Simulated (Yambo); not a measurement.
Data:

```xyz
12
Lattice="2.1105 -5.4373 0.0000 2.1105 5.4373 0.0000 0.0000 0.0000 5.9398" Properties=species:S:1:pos:R:3 pbc="T T T"
H      2.1105    -0.1130     5.8115
H      2.1105     0.1130     2.8416
H      3.4063     1.1734     4.1611
H      0.8147    -1.1734     1.1912
H      0.8147     1.1734     4.1611
H      3.4063    -1.1734     1.1912
O      2.1105     3.7125     1.4527
O      2.1105    -3.7125     4.4226
O      2.1105    -0.3632     0.8104
O      2.1105     0.3632     3.7803
Rb     2.1105     3.7661     4.3680
Rb     2.1105    -3.7661     1.3981
```

Workflow: norm-conserving LDA (Quantum ESPRESSO, 84 Ry, scalar-relativistic), then G0W0 in Yambo (4×4×2 Γ-centred k mesh, 147 bands and a 6 Ry block in the screening, 147 bands in G with the Bruneval-Gonze terminator, plasmon pole fitted at 27.2 eV).

Give the LDA and G0W0 gaps between the band edges found on this mesh, and say where the edges lie.

Edges: (0.25, -0.5, 0) → Γ. LDA: 4.27 eV; G0W0: 7.18 eV. Nearest settings tried, and what they do to the gap: 116 bands in W, 116 bands in G: +22 meV; 2 Ry block (55 vectors against 243): +135 meV. Not varied: mesh. So the settings aren't converged at that level. 

Geometry of the Materials Project entry, not relaxed at this level.

The structure is a Materials Project entry; no match was found in the copy of COD used, and its stability was not checked.
